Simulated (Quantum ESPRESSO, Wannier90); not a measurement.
## ReNCl₄ (I4), plane waves to Wannier functions

Materials Project entry mp-568100; symmetrised, unrelaxed at this level. Not found in the COD (Crystallography Open Database) copy used; not checked further. Computed values, not measurements, from PBEsol: Quantum ESPRESSO (norm-conserving PseudoDojo potentials, cutoff 68 Ry, spinors with spin-orbit coupling) on a Γ-centred 4×4×4 mesh, then Wannier90. Density: 8×8×8 mesh, cold smearing 0.01 Ry. The cell is built of weakly bound layers, chains or molecules, whose nearest atoms lie 3.81 Å apart. Database cells relaxed without dispersion often hold them too far apart, which can enlarge gaps and weakens couplings between them; spacing and stacking were not compared with the measured crystal.

On the energy scale of pw.x, whose zero is arbitrary, the valence-band maximum lies at 1.35 eV.

Input w.win:

```
num_bands = 2
num_wann = 2
exclude_bands = 1-2,5-88
spinors = true
num_iter = 1000
conv_tol = 1.0e-6
conv_window = 4
write_hr = true
write_u_matrices = true
auto_projections = true
begin unit_cell_cart
ang
    0.0000000000    0.0000000000    4.1056500000
   -4.4010050000    4.4010050000    2.0528250000
   -4.4010050000   -4.4010050000    2.0528250000
end unit_cell_cart
begin atoms_frac
Re  -0.0144200000  0.0000000000  0.0000000000
N   -0.4261800000  0.0000000000  0.0000000000
Cl   0.0036400000 -0.1822200000  0.3177000000
Cl  -0.1785800000  0.3177000000  0.1822200000
Cl   0.1391200000  0.1822200000 -0.3177000000
Cl   0.3213400000 -0.3177000000 -0.1822200000
end atoms_frac
mp_grid = 4 4 4
begin kpoints
0.0000000000 0.0000000000 0.0000000000
0.0000000000 0.0000000000 0.2500000000
0.0000000000 0.0000000000 0.5000000000
... (61 more lines: the 4x4x4 mesh through Gamma)
end kpoints
```

Input of pw2wannier90.x that gives the overlap and projection files (equivalent; here they were cut from one run over all bands):

```
&inputpp
  outdir = './out'
  prefix = 'pwscf'
  seedname = 'w'
  write_amn = .true.
  write_mmn = .true.
  scdm_proj = .true.
  scdm_entanglement = 'isolated'
/
```

Output w.wout (banner and timings cut):

```
                                    ------
                                    SYSTEM
                                    ------

                              Lattice Vectors (Ang)
                    a_1     0.000000   0.000000   4.105650
                    a_2    -4.401005   4.401005   2.052825
                    a_3    -4.401005  -4.401005   2.052825

                   Unit Cell Volume:     159.04340  (Ang^3)

                        Reciprocal-Space Vectors (Ang^-1)
                    b_1     0.713835   0.000000   1.530375
                    b_2    -0.713835   0.713835   0.000000
                    b_3    -0.713835  -0.713835   0.000000

 *----------------------------------------------------------------------------*
 |   Site       Fractional Coordinate          Cartesian Coordinate (Ang)     |
 +----------------------------------------------------------------------------+
 | re   1  -0.01442   0.00000   0.00000   |   -0.00000   0.00000  -0.05920    |
 | n    1  -0.42618   0.00000   0.00000   |   -0.00000   0.00000  -1.74975    |
 | cl   1   0.00364  -0.18222   0.31770   |   -0.59625  -2.20015   0.29306    |
 | cl   2  -0.17858   0.31770   0.18222   |   -2.20015   0.59625   0.29306    |
 | cl   3   0.13912   0.18222  -0.31770   |    0.59625   2.20015   0.29306    |
 | cl   4   0.32134  -0.31770  -0.18222   |    2.20015  -0.59625   0.29306    |
 *----------------------------------------------------------------------------*
                                ------------
                                K-POINT GRID
                                ------------

             Grid size =  4 x  4 x  4      Total points =   64

 *---------------------------------- MAIN ------------------------------------*
 |  Number of Wannier Functions               :                 2             |
 |  Number of Objective Wannier Functions     :                 2             |
 |  Number of input Bloch states              :                 2             |
 |  Output verbosity (1=low, 5=high)          :                 1             |
 |  Timing Level (1=low, 5=high)              :                 1             |
 |  Optimisation (0=memory, 3=speed)          :                 3             |
 |  Length Unit                               :               Ang             |
 |  Post-processing setup (write *.nnkp)      :                 F             |
 |  Using Gamma-only branch of algorithms     :                 F             |
 *----------------------------------------------------------------------------*
 *------------------------------- WANNIERISE ---------------------------------*
 |  Total number of iterations                :              1000             |
 |  Number of CG steps before reset           :                 5             |
 |  Trial step length for line search         :             2.000             |
 |  Convergence tolerence                     :         0.100E-05             |
 |  Convergence window                        :                 4             |
 |  Iterations between writing output         :                 1             |
 |  Iterations between backing up to disk     :               100             |
 |  Write r^2_nm to file                      :                 F             |
 |  Write xyz WF centres to file              :                 F             |
 |  Write on-site energies <0n|H|0n> to file  :                 F             |
 |  Use guiding centre to control phases      :                 F             |
 |  Use phases for initial projections        :                 F             |
 *----------------------------------------------------------------------------*
 *-------------------------------- PLOTTING ----------------------------------*
 |  Plotting Hamiltonian in WF basis          :                 T             |
 *----------------------------------------------------------------------------*

       ... (k-mesh section left out)

 Starting a new Wannier90 calculation ...

 Reading overlaps from w.mmn

 Reading projections from w.amn

 *------------------------------- WANNIERISE ---------------------------------*
 +--------------------------------------------------------------------+<-- CONV
 | Iter  Delta Spread     RMS Gradient      Spread (Ang^2)            |<-- CONV
 +--------------------------------------------------------------------+<-- CONV

 ------------------------------------------------------------------------------
 Initial State
  WF centre and spread    1  ( -0.000000,  0.000000, -0.062230 )     0.40802474
  WF centre and spread    2  (  0.000000, -0.000000, -0.062230 )     0.40802474
  Sum of centres and spreads (  0.000000, -0.000000, -0.124460 )     0.81604948

      0     0.816E+00     0.0000000000        0.8160494824  <-- CONV
        O_D=      0.0000000 O_OD=      0.0000000 O_TOT=      0.8160495 <-- SPRD
 ------------------------------------------------------------------------------
      1    -0.352E-08     0.0000777120        0.8160494789  <-- CONV
        O_D=      0.0000000 O_OD=      0.0000000 O_TOT=      0.8160495 <-- SPRD
      2    -0.173E-08     0.0000741846        0.8160494772  <-- CONV
        O_D=      0.0000000 O_OD=      0.0000000 O_TOT=      0.8160495 <-- SPRD
      3    -0.336E-09     0.0000372871        0.8160494768  <-- CONV
        O_D=      0.0000000 O_OD=      0.0000000 O_TOT=      0.8160495 <-- SPRD
      4    -0.643E-10     0.0000166126        0.8160494768  <-- CONV
        O_D=      0.0000000 O_OD=      0.0000000 O_TOT=      0.8160495 <-- SPRD
             <<<     Delta < 1.000E-06  over  4 iterations     >>>
             <<< Wannierisation convergence criteria satisfied >>>
 Final State
  WF centre and spread    1  (  0.000000,  0.000000, -0.062230 )     0.40802474
  WF centre and spread    2  ( -0.000000, -0.000000, -0.062230 )     0.40802474
  Sum of centres and spreads (  0.000000, -0.000000, -0.124460 )     0.81604948

         Spreads (Ang^2)       Omega I      =     0.816049476
        ================       Omega D      =     0.000000000
                               Omega OD     =     0.000000000
    Final Spread (Ang^2)       Omega Total  =     0.816049477
```
